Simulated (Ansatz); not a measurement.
The elements of this relaxed crystal are hidden behind letters.

```
lattice vectors (Å)
   3.1970    0.0000    0.0000
  -1.5985    2.7686    0.0000
   0.0000    0.0000    7.9533
fractional positions
X 0.3333 0.6667 0.2272
X 0.3333 0.6667 0.7728
X 0.6667 0.3333 0.5000
Z 0.0000 0.0000 0.0000
```

Computed with DFT PBE, scalar-relativistic, plane waves, PAW (Ansatz 0.2.0). The final run on the 4-atom cell used 420 eV, a Γ-centred 18×18×6 mesh, 0.10 eV smearing and no spin polarisation.

| Quantity | Value |
| --- | --- |
| Space group | P-6m2 (No. 187) |
| Conventional cell | a = 3.197 Å, c = 7.953 Å |
| Volume per atom | 17.60 Å³ |
| Density | 5.25 g/cm³ |
| Energy over the elements | −0.47 eV/atom |
| Gap on the 18×18×6 mesh of the 4-atom cell | 0 eV (a metal) |

Energies are uncorrected and count from the elements' standard states at the same level.

Question: X is a d-block element of period 4 and Z is a p-block element of period 4. Which elements are they?

Answer: X = Ti, Z = Se, so the formula is Ti3Se. Density times volume gives a mean mass of 5.25 × 17.60/1.6605 = 55.6 u per atom, and this set has 55.6 u. Ti on a site of symmetry 3m has 3 Se at 2.58 Å, 3 Ti at 2.85 Å and 6 Ti at 3.20 Å; around Ti on a site of symmetry -6m2 lie 6 Ti at 2.85 Å and 6 Ti at 3.20 Å; Se is surrounded by 6 Ti at 2.58 Å and 6 Se at 3.20 Å. Other sets within the hints have nearly the same mass, so mass alone doesn't settle it; this one was computed.

Symmetry constrained the relaxation, so the result can be a saddle point.
